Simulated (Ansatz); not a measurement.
Input file for Ansatz (a program for electronic structure):

Ansatz 0.2 input:
```yaml
crystal:
  lattice:
    - [3.392404732, 0.0, 0.0]
    - [-1.696202366, 2.9379086778, 0.0]
    - [0.0, 0.0, 5.9569340521]
  atoms:
    - { symbol: Y, position: [0.0, 0.0, 0.0] }
    - { symbol: Y, position: [0.0, 0.0, 0.5] }
    - { symbol: N, position: [0.3333333333, 0.6666666667, 0.25] }
    - { symbol: N, position: [0.6666666667, 0.3333333333, 0.75] }
kpoints:
  mp_grid: { grid: [7, 7, 4] }
hamiltonian:
  xc: hse06
  pseudopotentials: { kind: paw }
scf:
  occupations: { method: fixed }
checkpoint: { read: static.run }
output: { bader: true, populations: true }
```

Output (shortened):

```
WARN checkpoint.read: basis.xc_grid differs: saved 2, current 1 (points along each axis for each point of the dense box …
WARN checkpoint.read: where the exact-exchange loop starts from the saved orbitals it accepts no state on its first cycle, because this run solves another …
Pseudopotential: Y, paw, valence charge 11
Pseudopotential: N, paw, valence charge 5
Functional definition: HSE06
davidson cushion auto → on  (no smearing: the cushion is to keep the highest requested band from converging to the state above it …
Crystal: 4 atoms, lattice volume = 59.370 Å³
Basis set: ecut = 420 eV, 1159 PW (Γ)
Bands: 20, of which v1, the nominal top of the filled ones, is band 16 counted from 1 (15 counted from 0)
Symmetry: 24 space group operations
Space group: P63/mmc (ITA 194), of the structure as read, at distance tolerance 3.9e-5 Å
k-points: 24 of 196
Exchange kernel: α = 0.2500, screened, ω = 0.2079 Å⁻¹, Wigner–Seitz truncation, v(0) = 1046.6962 eV·Å³, q-mesh 7×7×4, nearest image of the exchange supercell L …
Frozen-core exchange: fock
iter 1 solved again at ethr=3.22e-10 eV; its pass at ethr=1.00e-1 eV (dr2=1.03e-7 eV) is discarded
SCF iter   1: F=—  HF=-8475.653038 eV  |F-HF|=—  |Δ(HF+E_count)|=         —  Δρ=2.09e-5  dr2=3.79e-7  ethr=3.22e-10  ⟨swp⟩=4.8  Hψ=2391  notcnv=0
preconditioner: auto → none
SCF iter   2: F=—  HF=-8475.653038 eV  |F-HF|=—  |Δ(HF+E_count)|=   8.42e-8  Δρ=1.27e-5  dr2=1.39e-7  ethr=3.22e-10  ⟨swp⟩=4.0  Hψ=1470  notcnv=0
iter 3 solved again at ethr=2.85e-11 eV; its pass at ethr=3.22e-10 eV (dr2=9.11e-9 eV) is discarded
SCF iter   3: F=-8475.653038 eV  HF=-8475.653038 eV  |F-HF|=5.22e-9  |Δ(HF+E_count)|=   2.67e-8  Δρ=3.35e-6  dr2=4.34e-8  ethr=2.85e-11  ⟨swp⟩=2.8  Hψ=2358  notcnv=0
SCF 1 converged in 3 iterations: F = -8475.653038 eV  dr2 = 4.34e-8
hybrid outer 1: dexx = +6.953e-8 eV, tail = 1.33e-6 eV
Crystal: 4 atoms, lattice volume = 59.370 Å³
Exchange kernel: α = 0.2500, screened, ω = 0.2079 Å⁻¹, Wigner–Seitz truncation, v(0) = 1046.6962 eV·Å³, q-mesh 7×7×4, nearest image of the exchange supercell L …
Frozen-core exchange: fock
SCF iter   1: F=—  HF=-8475.653049 eV  |F-HF|=—  |Δ(HF+E_count)|=         —  Δρ=1.29e-5  dr2=1.37e-7  ethr=2.08e-8  ⟨swp⟩=2.1  Hψ=1058  notcnv=0
preconditioner: auto → none
iter 2 solved again at ethr=2.66e-11 eV; its pass at ethr=4.19e-10 eV (dr2=8.51e-9 eV) is discarded
SCF iter   2: F=-8475.653048 eV  HF=-8475.653048 eV  |F-HF|=6.58e-9  |Δ(HF+E_count)|=   4.47e-8  Δρ=3.24e-6  dr2=1.87e-8  ethr=2.66e-11  ⟨swp⟩=2.9  Hψ=2323  notcnv=0
SCF 2 converged in 2 iterations: F = -8475.653048 eV  dr2 = 1.87e-8
hybrid outer 2: dexx = +5.461e-8 eV, tail = 3.77e-8 eV, Δε = 5.82e-4 eV (about 1.29e-4 eV left of the loop's levels)
hybrid SCF converged: 2 outer / 5 inner (+0 warm-up), last move |dexx| = 5.46e-8 eV, tail = 3.77e-8 eV
Stability not checked (fock_operator)
Free energy (F): -8475.653049 eV
Frozen-core exchange: fock
Harris-Foulkes:  -8475.653049 eV  (|F-HF|=6.58e-9)
Internal energy: -8475.653049 eV  (E = F + TS)
E sigma→0 (E₀):  -8475.653049 eV
Fermi energy:    11.381276 eV
--- Per-component energies (eV) ---
  E_band       = -165.688230
  E_kinetic    = 873.636144
  E_local      = -1244.095981  (includes V_loc(G=0)·N_el)
  E_nonlocal   = 187.203904
  E_hartree    = 385.632902
  E_xc         = -377.597254
  E_vxc        = -442.742722  (∫ρ·V_xc dr)
  E_exx        = -81.410322  (= α·E_x^exact, valence–valence)
  E_paw        = -5920.866918  (= ΣΔE_a)
  E_vpaw       = -148.134064  (= ΣTr[D̂ρ^β])
  E_aug_tail   = 0.000196  (compensation charges beyond the density's cutoff)
  E_ewald      = -2297.350236
  E_core_change = -0.805483  (= ΣΔE_core)
  E_smearing   =  0.000000  (= −TS)
  E_closure    =  0.000000  (closes the sum)
  Σ components = -8475.653049   (vs F -8475.653049, Δ=1.82e-12)
  [band-id]    e_kinetic+e_local+e_nonlocal+2·e_hartree+e_vxc+2·e_exx+e_vpaw+e_augmentation_tail = -165.687362   (vs E_band -165.688230, Δ=8.68e-4)
--- Band table (eV; the first three rows and the last of 24) ---
  k-point 0: bands = ["-32.8020", "-32.5926", "-12.6633", "-11.0870", "-11.0870", "-10.8950", "-10.8950", "-10.7803", "-3.0726", "-1.3088", "6.9653", "9.1071", "9.1071", "11.0556", "11.3813", "11.3813", "12.6965", "15.9042"]
  k-point 1: bands = ["-32.7720", "-32.6240", "-12.4228", "-11.1014", "-11.0595", "-11.0595", "-10.9238", "-10.9238", "-2.7971", "-1.5663", "7.4157", "9.3528", "9.3528", "10.0565", "10.9016", "10.9016", "13.7580", "16.2033"]
  k-point 2: bands = ["-32.6988", "-32.6988", "-11.8009", "-11.8009", "-10.9922", "-10.9922", "-10.9922", "-10.9922", "-2.1734", "-2.1734", "8.5784", "8.5784", "10.0280", "10.0280", "10.0280", "10.0280", "15.8238", "15.8238"]
  k-point 23: bands = ["-32.5893", "-32.5893", "-11.7755", "-11.7755", "-11.5047", "-11.5047", "-11.4728", "-11.4728", "-1.8632", "-1.8632", "8.1436", "8.1436", "8.9699", "8.9699", "9.9149", "9.9149", "15.8630", "15.8630"]
  guard bands above this table: 2 of the run's 20 bands. The solve was not asked for them (output.publish_guard_bands: true or output.eigenvalues …
--- Löwdin populations: 4 sites ---
  site symbol       q [e]
     0      Y     10.0654
     1      Y     10.0654
     2      N      5.8673
     3      N      5.8673
  spilling = 0.004207 (of n_electrons = 32.000000)
--- Bader charges: 4 sites ---
  site symbol  charge [e]  shift [e]
     0      Y      1.9833     0.0002
     1      Y      1.9833     0.0002
     2      N     -1.9833     0.0002
     3      N     -1.9833     0.0002
  shift: an alarm, by how much a part of what the PAW files miss would move the charge. Where it is large, compare
  with a run on PAW files of another source; a small one proves nothing
  estimated error of the sums over rays = 6.6e-4 e
```

Cost: around 40 core-seconds (rough) on shared cores.

Space group P6_3/mmc (NiAs type). The cell is a constructed one: a structure type filled with these elements; the Crystallography Open Database copy checked does not list it. COD files the formula under space group No. 225, so this cell is another polymorph or a model. Whether it is the stable phase at ambient conditions was not checked. The cell was relaxed with HSE06 under the symmetry of its start; whether a distortion lowers the energy is not shown. No spin polarisation was allowed. The volume moved by -28 % from the start of the relaxation. Spin–orbit coupling is left out wherever it is not named.

Potentials: the later of the program's two PAW sets.

Ansatz is a plane-wave DFT program.
